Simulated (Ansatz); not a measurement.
Starting cell, LaCu$_{2}$ (space group P6/mmm):

```
LaCu2
1.0
    4.26322     0.00000     0.00000
   -2.13161     3.69206     0.00000
    0.00000     0.00000     3.78231
La Cu
1 2
Direct
  0.00000   0.00000   0.00000
  0.33333   0.66667   0.50000
  0.66667   0.33333   0.50000
```

In this cell atom 3 (Cu, nearest neighbour Cu at 2.461 Å; its periodic images, 3.8 Å or more away, move with it) is moved by s along Cartesian x, unit vector (1.000, 0.000, 0.000); all other atoms and the cell stay fixed.

All values below come from PBEsol (plane waves to 420 eV, PAW, scalar-relativistic; Ansatz, an electronic-structure program). k mesh 10×10×10 (Γ-centred), Fermi-Dirac smearing 0.05 eV. The energy includes the smearing's −TS. With partly filled bands, energies and forces of such displacements shift with the k mesh and the smearing. On this mesh the relaxed cell isn't quite at rest: it carries a pressure of -0.1 GPa (compression positive) at the zero of the scan. LaCu2 is run without spin polarisation. LaCu2 was relaxed with its symmetry unable to fall. ΔE is measured from the undisplaced structure. The last digit holds for this mesh only.

| s (Å) | ΔE (meV/cell) |
|---|---|
| -0.250 | 176.1 |
| -0.200 | 110.5 |
| -0.150 | 61.2 |
| -0.100 | 26.9 |
| -0.050 | 6.7 |
| 0.000 | 0.0 |
| 0.050 | 6.7 |
| 0.100 | 26.9 |
| 0.150 | 61.2 |
| 0.200 | 110.5 |
| 0.250 | 176.1 |

Q: What force constant k = d²E/ds² at s = 0 does the table give?

A: 5.3 eV/Å². It is the second difference of the nearest points, corrected with the next pair.

Q: With k = 5.33 eV/Å² from the forces, is the well harmonic out to s = 0.250 Å?

A: ½ks² = 167 meV/cell against the computed 176 meV/cell, so the well is stiffer than harmonic there.

(For displaced atoms, the force is minus the slope of the energy, and its curvature is a force constant, which sets phonon frequencies.)
